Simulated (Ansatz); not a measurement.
The elements of this relaxed trial crystal are hidden behind letters.

```
lattice vectors (Å)
   4.4993    0.0000    0.0000
  -2.2497    3.8965    0.0000
   0.0000    0.0000   11.0631
fractional positions
X 0.0000 0.0000 0.3693
X 0.3333 0.6667 0.0490
X 0.6667 0.3333 0.9510
X 0.0000 0.0000 0.6307
Z 0.6667 0.3333 0.7082
Z 0.3333 0.6667 0.2918
```

These are results of DFT PBE, scalar-relativistic, plane waves, PAW (Ansatz 0.2.0), not measurements. Settings of the last relaxation (6-atom cell): 420 eV, 12×12×4 k points, Gaussian smearing of 0.10 eV, no spin polarisation.

```
Space group                                : P-3m1 (No. 164)
Conventional cell                          : a = 4.499 Å, c = 11.063 Å
Volume per atom                            : 32.33 Å³
Density                                    : 5.31 g/cm³
Energy over the elements                   : +0.04 eV/atom
Gap on the 12×12×4 mesh of the 6-atom cell : 0 eV (a metal)
```

Energies are uncorrected and count from the elements' standard states at the same level.

Task: X is a p-block element of period 5 and Z is a p-block element of period 4. Which elements are they?

Result: X = Sn, Z = Ge, so the formula is Sn2Ge. Density times volume gives a mean mass of 5.31 × 32.33/1.6605 = 103.4 u per atom, and this set has 103.4 u. Sn on its first site has 3 Ge at 2.74 Å and 1 Sn at 2.89 Å; Sn on its second site is surrounded by 1 Ge at 2.69 Å and 3 Sn at 2.81 Å; Ge is surrounded by 4 Sn at 2.69–2.74 Å. Other sets within the hints have nearly the same mass, so mass alone doesn't settle it; this one was computed.

The zero gap may come from the functional, which often closes small gaps. A later test with randomly moved atoms came back to the same energy, though modes that don't fit the test's cell weren't probed.
